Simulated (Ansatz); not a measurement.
TaAs (NbAs type, space group I4_1md)

```
TaAs
1.0
   -1.72095     1.72095     5.85613
    1.72095    -1.72095     5.85613
    1.72095     1.72095    -5.85613
Ta As
2 2
Cartesian
  0.00000   0.00000  11.70380
  0.00000   1.72095   2.91960
  0.00000   0.00000   4.88078
  1.72095   0.00000   1.95271
```

This relaxed cell (volume V₀) is scaled evenly in all directions, its shape held. The atoms relax within the cell's symmetry.

Computed with r2SCAN (plane waves to 500 eV, PAW, scalar-relativistic; Ansatz, a first-principles code). k mesh 19×19×19 (Γ-centred), Fermi-Dirac smearing 0.05 eV. The energy includes the smearing's −TS. Compression counts positive. With the shape held, the modulus is that of even scaling; a crystal free to change shape is softer. At this level the bands of TaAs touch or barely overlap. Spin-orbit coupling is left out, though Ta is heavy. TaAs is run without spin polarisation. TaAs was relaxed with its symmetry unable to fall. The zero of ΔE is the relaxed starting cell. The last digit holds for this mesh only.

```json
[
 {"V (Å³/atom)": "16.303", "ΔE (meV/atom)": "41.1"},
 {"V (Å³/atom)": "16.511", "ΔE (meV/atom)": "25.7"},
 {"V (Å³/atom)": "16.720", "ΔE (meV/atom)": "14.2"},
 {"V (Å³/atom)": "16.928", "ΔE (meV/atom)": "6.2"},
 {"V (Å³/atom)": "17.136", "ΔE (meV/atom)": "1.5"},
 {"V (Å³/atom)": "17.344", "ΔE (meV/atom)": "0.0"},
 {"V (Å³/atom)": "17.552", "ΔE (meV/atom)": "1.4"},
 {"V (Å³/atom)": "17.760", "ΔE (meV/atom)": "5.7"},
 {"V (Å³/atom)": "17.968", "ΔE (meV/atom)": "withheld"},
 {"V (Å³/atom)": "18.176", "ΔE (meV/atom)": "21.7"},
 {"V (Å³/atom)": "18.385", "ΔE (meV/atom)": "33.2"}
]
```

Problem. Fit a third-order Birch-Murnaghan form (E₀, V₀, B₀, B₀′ free) to the given rows and predict ΔE at V = 17.968.

Solution. Least squares on the 10 given rows: ΔE = E₀ + (9V₀B₀/16)·y²·[2 + (B₀′ − 4)y], y = (V₀/V)^(2/3) − 1, with V₀ = 17.344 Å³/atom, B₀ = 188.8 GPa (160.2 GPa = 1 eV/Å³; the term in eV is multiplied by 1000), B₀′ = 4.27, E₀ = 0.02 meV/atom; root-mean-square residual 0.04 meV/atom. At 17.968 the fit gives 12.5 meV/atom; the calculation gives 12.5 meV/atom, the same to the digits shown. For the pressure the fit gives -6.2 GPa against the computed -6.2 GPa.

(A scan under strain: stresses follow from slopes of the energy per volume, elastic moduli from its curvatures.)
